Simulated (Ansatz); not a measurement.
Ti (Im-3m), clamped-ion strain scan

Method: DFT r2SCAN, scalar-relativistic, plane waves, PAW in Ansatz. Settings: plane waves to 500 eV, k-mesh 20×20×20 (Γ-centred), Gaussian smearing 0.15 eV. No spin polarisation. Energies are free energies at this smearing, counted from the undisturbed cell; pressure is positive in compression.

The undisturbed cell (as given, not relaxed at this level; it stands at -2.8 GPa; this bcc form isn't the usual structure):

```yaml
crystal:
  lattice:
    - [-1.64100, 1.64100, 1.64100]
    - [1.64100, -1.64100, 1.64100]
    - [1.64100, 1.64100, -1.64100]
  atoms:
    - { symbol: Ti, position: [0.00000, 0.00000, 0.00000] }
```

The cell is strained by ε times the Voigt pattern (0, 1, 0, 0, 0, 0) (xx, yy, zz, yz, xz, xy; engineering shear) with fractional coordinates fixed. The cell is metallic on the mesh throughout.

Question: Over the sampled range (-0.1500 to 0.1500), is the undisturbed cell the lowest point?

Answer: No: the energy is lower at ε = -0.0375, -5.5 in ΔE (meV/atom).

Question: Which end lies higher in energy, -0.1500 or +0.1500?

Answer: +0.1500: 119.8 against 100.1.

The scan:

| ε | ΔE (meV/atom) |
| --- | --- |
| -0.1500 | 100.1 |
| -0.1125 | 36.0 |
| -0.0750 | 3.8 |
| -0.0375 | -5.5 |
| 0.0000 | 0.0 |
| 0.0375 | 17.1 |
| 0.0750 | 43.5 |
| 0.1125 | 77.8 |
| 0.1312 | 97.8 |
| 0.1500 | 119.8 |